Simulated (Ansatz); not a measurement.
Data:

MgS (rock salt, Fm-3m), a = 5.205 Å, b = 5.205 Å, c = 5.205 Å, α = 90.00°, β = 90.00°, γ = 90.00°; the cell used has 2 atoms.

This is the r²SCAN-relaxed structure.

Question: All from r²SCAN in the plane-wave PAW code Ansatz, unless another level is named. Estimate the hole effective mass, band 3 of 3 at the edge.

Answer: 0.28 along [100], 0.22 along [110], 0.21 along [111] (mₑ).

Question: Predict the HSE06 gap on the r²SCAN cell.

Answer: 3.80 eV.

Question: And the hole effective mass, band 1 of 3 at the edge?

Answer: 0.94 along [100], 8.0 along [110], 2.3 along [111] (mₑ).

Question: Next, the smallest direct gap on the standard path?

Answer: 4.64 eV.

Symmetry was held in the r²SCAN relaxation.

Potentials: the earlier of the program's two PAW sets.
